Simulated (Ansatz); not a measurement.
Ba: from a starting cell to a relaxed one

The start is a generated cell, Ba placed in the dhcp structure type. The cell and all atomic positions are relaxed at zero pressure with r2SCAN (plane waves to 500 eV, PAW, scalar-relativistic; Ansatz, a quantum-chemistry and plane-wave program). The first steps use a coarse 8×8×3 k-mesh.

The start:
```
Ba
1.0
    4.49466     0.00000     0.00000
   -2.24733     3.89249     0.00000
    0.00000     0.00000    14.46160
Ba
4
Direct
  0.00000   0.00000   0.00000
  0.00000   0.00000   0.50000
  0.33333   0.66667   0.25000
  0.66667   0.33333   0.75000
```

Q: How does the volume change?

A: +5.8 %, from 63.25 to 66.93 Å³/atom.

The space group stays P6₃/mmc (No. 194) (the run could not lower it); the end is AFLOW prototype A_hP4_194_ac (A3', as in La), with 4 atoms in the primitive cell. Final values are on a 12×12×4 k-mesh of the relaxed cell. No spin polarisation in the result.

The run could not lose the symmetry of its start: the end is stationary, and may be a saddle point rather than a minimum.

All atoms sit on sites fixed by symmetry, so only the cell could relax.

The relaxed structure here is a generated cell of Ba: the first start was made by placing the elements on the sites of a structure type, and the end was not matched to a known phase here, so it may be hypothetical. Known forms of Ba include space group No. 229.
